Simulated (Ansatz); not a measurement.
Consider the following.

PbO₂:
```yaml
crystal:
  lattice:
    - [4.93646, 0.00000, 0.00000]
    - [0.00000, 4.93646, 0.00000]
    - [0.00000, 0.00000, 3.38900]
  atoms:
    - { symbol: Pb, position: [0.00000, 0.00000, 0.00000] }
    - { symbol: Pb, position: [0.50000, 0.50000, 0.50000] }
    - { symbol: O, position: [0.30740, 0.30740, 0.00000] }
    - { symbol: O, position: [0.19260, 0.80740, 0.50000] }
    - { symbol: O, position: [0.69260, 0.69260, 0.00000] }
    - { symbol: O, position: [0.80740, 0.19260, 0.50000] }
```

This is the LDA-relaxed structure.

All from LDA in the plane-wave PAW code Ansatz, unless another level is named. Predict the electronic character.

metallic (no gap).

And the density of states at the Fermi level?

0.04 states/eV per atom (mean over ±0.08 eV).

Predict the formation energy from the elements (no fitted shifts).

-0.91 eV/atom.

Space group P4_2/mnm (rutile). The cell keeps a stress of up to 0.2 GPa. The cell was relaxed with LDA under the symmetry of its start; of distortions, only those at the zone centre were tested, and some modes there are weakly imaginary. A small band overlap can be real or an error of a semilocal functional. The references are the lowest solids computed at this level, not always the standard phases (solids in place of the gases). Spin–orbit coupling is left out wherever it is not named.

Potentials: the later of the program's two PAW sets.
